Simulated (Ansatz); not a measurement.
ZrSeTe (Janus 2H monolayer), relaxed with r2SCAN: 6 runs in Ansatz 0.2.0, each a construction of maximally localised Wannier functions. In-plane lattice: a = 3.827 Å, b = 3.827 Å, γ = 120.0°; thickness between the outer nuclei 3.50 Å. Around Zr lie 3 Se at 2.70 Å and 3 Te at 2.95 Å; around Se lie 3 Zr at 2.70 Å; around Te lie 3 Zr at 2.95 Å. These are computed values for a spin-unpolarised cell that may be hypothetical; none is a measurement.

```yaml
crystal:
  lattice:
    - [3.82743, 0.00000, 0.00000]
    - [-1.91372, 3.31466, 0.00000]
    - [0.00000, 0.00000, 31.62931]
  atoms:
    - { symbol: Zr, position: [0.33333, 0.66667, 0.28868] }
    - { symbol: Se, position: [0.66667, 0.33333, 0.33785] }
    - { symbol: Te, position: [0.66667, 0.33333, 0.22711] }
```
Two periodic directions, a and b.

Windows count from the top of the filled bands; a dash means that no such window was set (without an outer window there is no disentanglement). Rows marked drawn have settings drawn at random (some not listed).

```tsv
functional	SCF mesh	trial orbitals	functions	mesh	window (eV)	frozen (eV)	settings	Ω total (Å²)	Ω invariant (Å²)	largest spread (Å²)	least projectability	interpolation miss of the model's filled bands (eV, to the nearest computed level)
PBE	6×6×1	Se s, Se p, Te s, Te p	8	6×6×1	–	–	chosen	18.16	15.64	2.74	0.52	0.042
PBE	6×6×1	Se s, Se p, Te s, Te p	8	12×12×1	–	–	chosen	19.45	16.94	3.03	0.52	0.005
PBE	6×6×1	Se p, Te p	6	6×6×1	–	–	chosen	19.00	17.93	3.60	0.52	0.042
PBE	6×6×1	Zr d, Se p, Te p	11	6×6×1	–	–	chosen	27.02	25.07	2.85	0.56	0.018
r2SCAN	6×6×1	Se s, Se p, Te s, Te p	8	6×6×1	–	–	chosen	17.43	15.01	2.60	0.54	0.031
PBE	6×6×1	Zr d, Se p, Te p (loose tolerance)	11	6×6×1	–	–	drawn	27.02	25.07	2.85	0.56	0.020
```

For Se s, Se p, Te s, Te p with PBE the spread goes 18.16 Å² (6×6×1), 19.45 Å² (12×12×1).

No spin-orbit coupling is included; it can move band edges with weight on the heavy atoms by tenths of an eV.
